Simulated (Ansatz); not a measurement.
BC₅:
```
CELL_PARAMETERS angstrom
      2.54528     0.00000     0.00000
     -1.27264     2.20428     0.00000
      0.00000     0.00000     6.37097
ATOMIC_POSITIONS crystal
  B  0.00000 0.00000 0.00378
  C  0.33333 0.66667 0.11099
  C  0.33333 0.66667 0.34597
  C  0.66667 0.33333 0.42881
  C  0.66667 0.33333 0.67184
  C  0.00000 0.00000 0.75090
```

Relaxed with r²SCAN.

Map the electron localisation function on the plane through (0.000, 0.000, 0.004) spanned by u = [0, 0, 1] and v = [1, -1, 0] in lattice vectors, from plane-wave PAW r²SCAN (Ansatz code).

x is the fraction of u, y of v (the angle between them is 90°; rows are the nearest grid lines); atoms in the plane: B at (0.00, 0.00), C at (0.11, 0.33), C at (0.34, 0.33), C at (0.42, 0.67), C at (0.67, 0.67), C at (0.75, 0.00).
```
|001342100000000000025530017999500|
|002442100000000000035652037999500|
|124542100001121100136887567898511|
|345542000023444322247899877776423|
|344431000135665555557899976443333|
|233210000246654577776788874211112|
|111100000256421489974235653100001|
|000000000255200389982002442100000|
|000000000355300389983003542100000|
|122211001367753578874235652000011|
|355543212479997667665566642000023|
|577765444689998754344555431000135|
|777656677678998631112333210000247|
|776335888644677520000111000000257|
|663004899610145420000000000000256|
|662004899610045420000000000000256|
|775225899621356420000000000001357|
|888766787644666410001122221111368|
|899986655555664210002345444443468|
|789976422234443100013566556776457|
|257764210011211000024664347898522|
|003443100000000000025641027999500|
|001342100000000000025530017999500|
```
Scale: ten equal steps from 0.001 (start of '0') to 0.964 (end of '9'), in the order '0123456789'; x runs from 0.000 to 1.00, y from 0.000 (bottom) to 1.00 (top).

The density is the valence pseudo-density with augmentation charge, so density and ELF within about 1 Å of a nucleus are not all-electron values.

Space group P3m1. The start of the workflow was typed in or built on a structure type; the Crystallography Open Database copy checked does not list it. Whether it is the stable phase at ambient conditions was not checked. The r²SCAN relaxation kept the symmetry of its start; whether a distortion lowers the energy is not shown. Its formation energy is positive at this level, so the cell may be metastable or incomplete.

Potentials: the later of the program's two PAW sets.
